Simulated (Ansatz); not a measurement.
Values for one crystal, relaxed and computed with plane-wave PAW PBEsol (Ansatz code); other levels are named.

| Property | Result |
|---|---|
| Volume per atom | 13.18 Å³ |
| Electronic character | metallic (no gap) |
| Gap with spin–orbit coupling | none (metallic) |
| Highest zone-centre frequency | 321 cm^-1 |
| Density of states at the Fermi level | 0.79 states/eV per atom (mean over ±0.08 eV) |
| Young's modulus | 295 GPa |
| Debye temperature from the elastic constants | 531 K |

Q: Pick the material that matches.
A) TiAl, R-3m (Al on 3a, Ti on 3b)
B) AlRu, CsCl type
C) NbRu, L1₀ or tetragonal B2
D) MnAu, CsCl type

A: B, AlRu, CsCl type

Space group Pm-3m (CsCl type). The cell was relaxed with PBEsol under the symmetry of its start; of distortions, only those at the zone centre were tested. The run is not spin-polarised. As this level gives no gap, shear constants depend on the k-mesh and smearing (Fermi–Dirac, 0.1 eV here). As this level gives no gap, phonon frequencies hold no LO–TO term and depend on the k-mesh and smearing (Fermi–Dirac, 0.1 eV here). Scalar-relativistic: spin–orbit coupling is off unless named, which matters more the heavier the elements.

Potentials: the later of the program's two PAW sets.
